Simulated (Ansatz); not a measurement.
A geometry of KMgH3 away from equilibrium: the start of the relaxation of a generated cell, KMgH3 built in the AFLOW prototype ABC3_hR10_167_a_b_e (G0_1, as in CaCO3). The numbers are results of r2SCAN (plane waves to 500 eV, PAW, scalar-relativistic; Ansatz, a first-principles code), not measurements. Γ-centred k-mesh 6×6×6 on the run's cell (coarser than for final values), Fermi–Dirac smearing 0.05 eV.

```xyz
10
Lattice="2.5230 1.4567 5.7531 -2.5230 1.4567 5.7531 0.0000 -2.9133 5.7531" Properties=species:S:1:pos:R:3 pbc="T T T"
Mg     0.0000     0.0000     4.3148
Mg     0.0000     0.0000    12.9445
K      0.0000     0.0000     0.0000
K      0.0000     0.0000     8.6297
H      1.2277     1.4567    10.0680
H     -1.8753     0.3349    10.0680
H      0.6477    -1.7915    10.0680
H     -1.2277    -1.4567     7.1914
H      1.8753    -0.3349     7.1914
H     -0.6477     1.7915     7.1914
```

Question: What forces act on the atoms (eV/Å)?

Answer: 
```tsv
atom	Fx	Fy	Fz
Mg1	0.00	0.00	0.00
Mg2	0.00	0.00	0.00
K3	0.00	0.00	0.00
K4	0.00	0.00	0.00
H5	-8.66	0.00	0.00
H6	4.33	-7.50	0.00
H7	4.33	7.50	0.00
H8	8.66	0.00	0.00
H9	-4.33	7.50	0.00
H10	-4.33	-7.50	0.00
```

Question: What is the pressure?

Answer: +37.7 GPa, compression positive.

Question: How far above the relaxed end point is this geometry?

Answer: 1.10 eV/atom; the path ends in R-3c (No. 167) (AFLOW prototype ABC3_hR10_167_a_b_e (G0_1, as in CaCO3)).

No spin polarisation in the result.

The run could not lose the symmetry of its start, so the end can be a saddle point.

The end of the path is a generated cell of KMgH3: the first start was made by placing the elements on the sites of a structure type, and the end was not matched to a known phase here, so it may be hypothetical.
